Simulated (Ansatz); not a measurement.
PtS2 (CdI2 type)

```
PtS2
1.0
    7.11862     0.00000     0.00000
   -1.77966     3.08245     0.00000
    0.00000     0.00000     4.38472
Pt S
2 4
Cartesian
  0.00000   0.00000   0.00000
  3.55931   0.00000   0.00000
  1.77966   1.02748   1.18905
  5.33897   1.02748   1.18905
  0.00000   2.05497   3.19568
  3.55931   2.05497   3.19568
```

Scan: atom 6 (S, nearest neighbour Pt at 2.374 Å; its periodic images, 3.6 Å or more away, move with it) is displaced along Cartesian [111], direction (0.577, 0.577, 0.577) in Cartesian axes, by s. The other atoms stay.

Computed with PBEsol-D3(BJ) (plane waves to 420 eV, PAW, scalar-relativistic; Ansatz, a first-principles code). k mesh 6×12×9 (Γ-centred), Fermi-Dirac smearing 0.05 eV. Energies are smeared free energies. With partly filled bands, energies and forces of such displacements shift with the k mesh and the smearing. PtS2 is run without spin polarisation. PtS2 was relaxed with its symmetry unable to fall. Spin-orbit coupling is left out, though Pt is heavy. ΔE is measured from the undisplaced structure.

Question: What ΔE (eV/cell) does the calculation give at s (Å) = -0.470, -0.188, -0.094, 0.188, 0.376, 0.470?

Answer: 
| s (Å) | ΔE (eV/cell) |
|---|---|
| -0.470 | 0.714 |
| -0.188 | 0.161 |
| -0.094 | 0.045 |
| 0.188 | 0.247 |
| 0.376 | 1.259 |
| 0.470 | 2.243 |

(A displaced cell: forces are minus the slopes of the energy, force constants its curvatures, and phonons follow from these.)
